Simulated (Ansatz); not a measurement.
Computed with DFT PBE, scalar-relativistic, plane waves, PAW in Ansatz 0.2.0. Cutoff 420 eV, Γ-centred 12×12×6 mesh (5-atom cell), Gaussian smearing of 0.10 eV, no spin polarisation.

The zero of energy is the elements' standard structures at the same level; no fitted shifts are applied.

Problem. Give a relaxed trial structure of a trigonal metal made of C, Si and Zr, with a formation energy near −0.68 eV/atom and a density near 5.24 g/cm³, in a cell of 5 atoms. Its symmetry should be P-3m1 (No. 164).

Solution. Zr2Si2C, space group P-3m1 (No. 164). Zr has 3 C at 2.38 Å, 3 Si at 2.79 Å, 1 Si at 3.03 Å and 3 Zr at 3.21 Å; Si has 3 Si at 2.32 Å, 3 Zr at 2.79 Å and 1 Zr at 3.03 Å; C is surrounded by 6 Zr at 2.38 Å.

```cif
data_structure
_symmetry_space_group_name_H-M 'P-3m1'
_symmetry_Int_Tables_number 164
_cell_length_a 3.5157
_cell_length_b 3.5157
_cell_length_c 7.4220
_cell_angle_alpha 90.000
_cell_angle_beta 90.000
_cell_angle_gamma 120.000
_cell_volume 79.44
loop_
_atom_site_label
_atom_site_type_symbol
_atom_site_symmetry_multiplicity
_atom_site_Wyckoff_symbol
_atom_site_fract_x
_atom_site_fract_y
_atom_site_fract_z
_atom_site_occupancy
Zr1 Zr 2 d 0.33333 0.66667 0.83278 1
Si1 Si 2 d 0.33333 0.66667 0.42468 1
C1 C 1 a 0.00000 0.00000 0.00000 1
```

| Quantity | Value |
| --- | --- |
| Volume per atom | 15.89 Å³ |
| Density | 5.24 g/cm³ |
| Energy over the elements | −0.68 eV/atom |
| Gap on the 12×12×6 mesh of the 5-atom cell | 0 eV (a metal) |

The structure comes from a generated guess, relaxed at this level; another structure or a mixture of phases may lie lower. The answer needn't be unique; the calculation gave this one.

The reference form of C is held partly by dispersion forces, which this level lacks. A later test with randomly moved atoms came back to the same energy, though modes that don't fit the test's cell weren't probed.
